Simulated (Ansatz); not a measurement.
**MgI$_{2}$: levels along high-symmetry lines**

```xyz
3
Lattice="4.2073 0.0000 0.0000 -2.1037 3.6437 0.0000 0.0000 0.0000 7.8497" Properties=species:S:1:pos:R:3 pbc="T T T"
Mg    0.0000    0.0000    0.0000
I     0.0000    2.4291    1.6735
I     2.1037    1.2146    6.1763
```

Atom numbers follow the list: Mg1, I2, I3.

The structure comes from a relaxation in the same program, started in the CdI2 type, and has space group P-3m1. Whether it is a known phase or the ground state wasn't checked.

No spin–orbit coupling, which matters for the heavy atoms here.

These are results of DFT, PBE, all-electron LAPW, scalar-relativistic (Ansatz 0.2.0), not measurements.

Sampling and basis: a Γ-centred 10×10×5 k mesh, Fermi–Dirac smearing of 0.05 eV, basis error target 1 meV/atom, no spin polarisation.

Points in fractions of the reciprocal vectors of this cell: Γ (0, 0, 0), M (0.5, 0, 0), K (0.333, 0.333, 0), A (0, 0, 0.5), L (0.5, 0, 0.5), H (0.333, 0.333, 0.5). The path joins them by straight lines in the order Γ–M–K–Γ–A–L–H–A–L; legs that retrace an earlier one aren't tabulated. Energies are in eV from the top of the valence band.

Task: Metal or insulator at this level of theory?

Result: An insulator or semiconductor: gap 3.62 eV, indirect from Γ to L (0.5, 0, 0.5).

Task: Tabulate bands 28 to 33, counted from the lowest band of the run, along the path.

Result: 
```tsv
k (1/Å)	point	band 28	band 29	band 30	band 31	band 32	band 33
0.00	Γ	-0.28	0.00	0.00	3.72	4.91	6.72
0.12		-0.26	-0.17	-0.01	3.93	5.12	6.34
0.25		-0.50	-0.26	-0.04	4.36	5.47	6.09
0.37		-0.69	-0.29	-0.12	4.59	5.37	6.53
0.49		-0.87	-0.35	-0.22	4.33	5.47	6.41
0.62		-1.01	-0.45	-0.31	3.99	5.49	6.10
0.74		-1.11	-0.57	-0.37	3.76	5.47	5.88
0.86	M	-1.14	-0.64	-0.39	3.68	5.46	5.80
0.93		-1.20	-0.63	-0.44	3.74	5.55	5.83
1.00		-1.37	-0.61	-0.56	3.89	5.80	5.94
1.08		-1.38	-0.72	-0.61	4.07	6.14	6.17
1.15		-1.44	-0.84	-0.62	4.21	6.49	6.59
1.22		-1.57	-0.87	-0.65	4.27	6.94	6.94
1.29		-1.70	-0.84	-0.70	4.28	6.97	7.07
1.36	K	-1.77	-0.77	-0.77	4.27	7.04	7.04
1.50		-1.56	-0.94	-0.60	4.32	6.85	7.09
1.64		-1.19	-1.04	-0.43	4.46	6.70	6.78
1.79		-0.90	-0.80	-0.31	4.65	6.22	6.68
1.93		-0.63	-0.46	-0.24	4.79	5.76	6.36
2.07		-0.39	-0.27	-0.15	4.52	5.79	5.79
2.21		-0.25	-0.19	-0.02	3.99	5.19	6.26
2.36	Γ	-0.28	0.00	0.00	3.72	4.91	6.72
2.41		-0.28	0.00	0.00	3.75	4.91	6.72
2.47		-0.28	0.00	0.00	3.84	4.91	6.71
2.53		-0.28	-0.01	-0.01	3.97	4.91	6.71
2.58		-0.27	-0.01	-0.01	4.11	4.91	6.70
2.64		-0.27	-0.01	-0.01	4.24	4.91	6.69
2.70		-0.27	-0.02	-0.02	4.33	4.90	6.68
2.76	A	-0.27	-0.02	-0.02	4.37	4.90	6.68
2.88		-0.33	-0.17	-0.02	4.52	5.11	6.56
3.00		-0.51	-0.48	-0.07	4.74	5.56	6.44
3.13		-0.67	-0.60	-0.15	4.61	5.78	6.31
3.25		-0.84	-0.59	-0.26	4.27	5.61	6.27
3.37		-0.98	-0.59	-0.35	3.93	5.46	6.09
3.49		-1.08	-0.61	-0.41	3.70	5.42	5.88
3.62	L	-1.11	-0.63	-0.44	3.62	5.45	5.77
3.69		-1.17	-0.61	-0.47	3.69	5.52	5.81
3.76		-1.21	-0.57	-0.56	3.86	5.68	5.94
3.83		-1.29	-0.64	-0.54	4.09	5.87	6.13
3.90		-1.44	-0.68	-0.53	4.32	6.02	6.23
3.97		-1.61	-0.68	-0.53	4.48	6.13	6.15
4.04		-1.77	-0.64	-0.56	4.58	6.09	6.16
4.12	H	-1.83	-0.60	-0.60	4.60	6.12	6.12
4.26		-1.63	-0.72	-0.50	4.57	5.91	6.39
4.40		-1.26	-0.82	-0.45	4.57	5.76	6.72
4.54		-0.88	-0.79	-0.43	4.64	5.79	6.90
4.68		-0.62	-0.59	-0.38	4.77	5.97	6.46
4.83		-0.59	-0.37	-0.18	4.81	5.75	6.47
4.97		-0.39	-0.18	-0.04	4.57	5.18	6.54
5.11	A	-0.27	-0.02	-0.02	4.37	4.90	6.68
```
